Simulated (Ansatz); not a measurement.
Here is the system:

Cd (hcp, Mg type), conventional cell a = 3.0161 Å, b = 3.0161 Å, c = 5.8191 Å, α = 90.00°, β = 90.00°, γ = 120.00°. The calculation uses the primitive cell of 2 atoms, to which meshes and values per cell refer.

This relaxed cell (volume V₀) is scaled evenly in all directions, its shape held. Symmetry pins the atoms to their sites.

These are PBE (plane waves to 420 eV, PAW, scalar-relativistic; Ansatz, a quantum-chemistry and plane-wave program) values and carry that method's errors. k mesh 18×18×8 (Γ-centred), Fermi-Dirac smearing 0.05 eV. Energies are smeared free energies. Stress and pressure are positive under compression. With the shape held, the modulus is that of even scaling; a crystal free to change shape is softer. Cd was relaxed with its symmetry unable to fall. The relaxed volume of Cd is well above the measured one; the method has no dispersion term. The zero of ΔE is the relaxed starting cell.

The scan covers V/V₀ from 0.940 to 1.060 in 13 points.

Problem. What is the fitted pressure derivative B₀′?

Solution. 6.7.

Problem. What bulk modulus at fixed cell shape B₀ follows from a third-order Birch-Murnaghan fit?

Solution. 44.2 GPa.

(Under strain, the slope of the energy per volume gives the stress and its curvature an elastic modulus.)
